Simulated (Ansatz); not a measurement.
Zr$_{4}$Al$_{3}$:
```xyz
7
Lattice="5.4428 0.0000 0.0000 -2.7214 4.7136 0.0000 0.0000 0.0000 5.3810" Properties=species:S:1:pos:R:3 pbc="T T T"
Zr     0.0000     0.0000     1.4016
Zr     0.0000     0.0000     3.9793
Zr     0.0000     3.1424     2.6905
Zr     2.7214     1.5712     2.6905
Al    -1.3607     2.3568     0.0000
Al     2.7214     0.0000     0.0000
Al     1.3607     2.3568     0.0000
```

Relaxed with r²SCAN. Special points in fractions of this cell's reciprocal vectors: Γ (0.000, 0.000, 0.000); M (0.500, 0.000, 0.000); K (0.333, 0.333, 0.000); A (0.000, 0.000, 0.500); L (0.500, 0.000, 0.500); H (0.333, 0.333, 0.500).

Task: List the band energies nearest the Fermi level at these points for r²SCAN with spin–orbit coupling in the plane-wave PAW code Ansatz.

Result: In eV from the Fermi level; about four levels below and three above (degenerate sets whole), none deeper than 8.9 eV; points with the same levels are listed once.

```tsv
k	below	above
Γ	-1.32 -1.32 -1.22 -1.22	1.41 1.41 1.49 1.49
M	-0.97 -0.97 -0.08 -0.08	0.54 0.54 0.58 0.58
K	-0.38 -0.38 -0.35 -0.35	1.18 1.18 1.24 1.24
A	-0.90 -0.90 -0.84 -0.84	0.59 0.59 1.10 1.10
L	-0.73 -0.73 -0.63 -0.63	0.08 0.08 0.17 0.17
H	-0.06 -0.06 -0.04 -0.04	0.07 0.07 0.96 0.96 0.96 0.96
```

Space group P6/mmm. The first step of the workflow began from a Materials Project structure, measured or hypothetical; the Crystallography Open Database copy checked does not list it. Its standing as an ambient phase is unchecked. The cell was relaxed with r²SCAN under the symmetry of its start; its stability against distortions is not shown here. The run is not spin-polarised.

Potentials: the later of the program's two PAW sets.
